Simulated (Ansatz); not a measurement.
Data sheet: Ti$_{2}$Si (DFT)

Ti2Si:
```
Ti2Si
1.0
    1.74411     1.00696     4.65031
   -1.74411     1.00696     4.65031
    0.00000    -2.01392     4.65031
Ti Si
2 1
Direct
  0.76399   0.76399   0.76399
  0.23601   0.23601   0.23601
  0.00000   0.00000   0.00000
```

Space group R-3m (No. 166); conventional cell a = b = 3.488 Å, c = 13.951 Å, α = β = 90.00°, γ = 120.00°.

Method: LDA in the plane-wave PAW code Ansatz. Geometry: relaxed at this level of theory. Other levels are named where they apply.

**Cell and energy**

```json
{
  "volume_per_atom": "16.33 Å³",
  "density": "4.20 g/cm³",
  "Formation energy from the elements (no fitted shifts)": "-0.20 eV/atom"
}
```

**Electronic structure**

```json
{
 "electronic_character": "metallic (no gap)",
 "Density of states at the Fermi level": "0.41 states/eV per atom (mean over ±0.08 eV)"
}
```

**Mechanics**

```json
{
 "Bulk modulus (Birch–Murnaghan fit)": "113 GPa",
 "Pressure derivative B′": "3.7"
}
```

**Phonons**

```json
{
  "highest_zone_centre_frequency": "421 cm⁻¹",
  "zone_centre_stability": "no imaginary mode at Γ"
}
```

The start of the workflow was typed in or built on a structure type; neither database checked (COD, Materials Project) lists it. Whether it is the stable phase at ambient conditions was not checked. The LDA relaxation kept the symmetry of its start. No spin polarisation was allowed. The volume moved by -44 % from the start of the relaxation. As this level gives no gap, phonon frequencies hold no LO–TO term and depend on the k-mesh and smearing (Fermi–Dirac, 0.1 eV here). The references are the lowest solids computed at this level, not always the standard phases.

Potentials: the earlier of the program's two PAW sets. The files were generated under PBE; for other functionals the program regenerates the frozen cores, and for LDA and PBEsol the local potential too.
